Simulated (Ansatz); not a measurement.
## Is this Ga4ICl3 structure stable?

The cell was found from a structure generator's guess, not taken from experiment.

Theory: DFT PBE, scalar-relativistic, plane waves, PAW (Ansatz 0.2.0). The final run on the 8-atom cell used 420 eV, a Γ-centred 6×6×6 mesh, 0.02 eV smearing and no spin polarisation.

```
CELL_PARAMETERS angstrom
-3.78401 3.78401 3.78401
3.78401 -3.78401 3.78401
3.78401 3.78401 -3.78401
ATOMIC_POSITIONS crystal
Ga 0.50000 0.50000 0.50000
Ga 0.00000 0.00000 0.50000
Ga 0.00000 0.50000 0.00000
Ga 0.50000 0.00000 0.00000
I 0.00000 0.00000 0.00000
Cl 0.50000 0.50000 0.00000
Cl 0.50000 0.00000 0.50000
Cl 0.00000 0.50000 0.50000
```

The zero of energy is the elements' standard structures at the same level (Cl₂ as a molecule); no fitted shifts are applied.

Q: These tests were run: energy against the elements; elastic tensor. What do they show?

A:

```csv
test,result
energy against the elements,−0.525 eV/atom
elastic tensor,least eigenvalue 4 GPa
```

It fails none of these tests. Other phases of the system weren't compared here, so this isn't yet thermodynamic stability. Phonons away from Γ weren't computed.

These runs have no spin–orbit coupling, which can matter for I. The reference form of I is held partly by dispersion forces, which this level lacks. The run for the elastic tensor used a 6×6×6 k mesh.
